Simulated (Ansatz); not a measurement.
The elements of this relaxed trial crystal are hidden behind letters.

```
lattice vectors (Å)
   3.2035    0.0000    0.0000
  -1.6018    2.7743    0.0000
   0.0000    0.0000    4.2621
fractional positions
X 0.0000 0.0000 0.5000
Z 0.3333 0.6667 0.7442
Z 0.3333 0.6667 0.2558
Z 0.6667 0.3333 0.2558
Z 0.6667 0.3333 0.7442
```

Theory: DFT PBE, scalar-relativistic, plane waves, PAW (Ansatz). Cutoff 420 eV, Γ-centred 12×12×10 mesh (5-atom cell), Gaussian smearing of 0.10 eV, no spin polarisation.

| Property | Result |
| --- | --- |
| Space group | P6/mmm (No. 191) |
| Conventional cell | a = 3.204 Å, c = 4.262 Å |
| Volume per atom | 7.58 Å³ |
| Density | 4.18 g/cm³ |
| Energy over the elements | −0.05 eV/atom |
| Gap on the 12×12×10 mesh of the 5-atom cell | 0 eV (a metal) |

Energies are uncorrected and count from the elements' standard states at the same level.

Q: X is a d-block element of period 5 and Z is an s-block element of period 1. Which elements are they?

A: X = Zr, Z = H, so the formula is ZrH4. Density times volume gives a mean mass of 4.18 × 7.58/1.6605 = 19.1 u per atom, and this set has 19.1 u. Among the elements that the hints allow, only these give it. Around Zr lie 12 H at 2.12 Å and 6 Zr at 3.20 Å; H is surrounded by 3 H at 1.85 Å, 2 H at 2.08–2.18 Å and 3 Zr at 2.12 Å.

A structure relaxed within its symmetry needn't be a true minimum.
